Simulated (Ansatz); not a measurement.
Polymorphs of Te, each relaxed with plane-wave PAW PBEsol (Ansatz code):

A: diamond (Fd-3m)
a = 7.0565 Å, b = 7.0565 Å, c = 7.0565 Å, α = 90.00°, β = 90.00°, γ = 90.00°

```json
[
 {"atom": "Te", "site": "8b", "symmetry": "-43m", "x": "0.5000", "y": "0.5000", "z": "0.5000"}
]
```

B: simple cubic (Pm-3m)
a = b = c = 3.150 Å, α = β = γ = 90.00°

| atom | site | symmetry | x | y | z |
|---|---|---|---|---|---|
| Te | 1a | m-3m | 0.0000 | 0.0000 | 0.0000 |

### Question
Rank these by energy per atom at 0 K (lowest first), as PBEsol gives it.

### Answer
B (+0 meV/atom), A (+483 meV/atom)

Typed or built starts, not in the databases checked: A; B. Not the usual ambient phase: A; B. All cells were relaxed under the symmetry of their starts (and spin orders); stability against distortions was not tested throughout. Scalar-relativistic: spin–orbit coupling is off unless named, which matters more the heavier the elements.

Energies hold the estimated change up to a 700 eV cutoff; steps of a few meV lie near the error of the meshes.

Potentials: the earlier of the program's two PAW sets. The files were generated under PBE; for other functionals the program regenerates the frozen cores, and for LDA and PBEsol the local potential too.
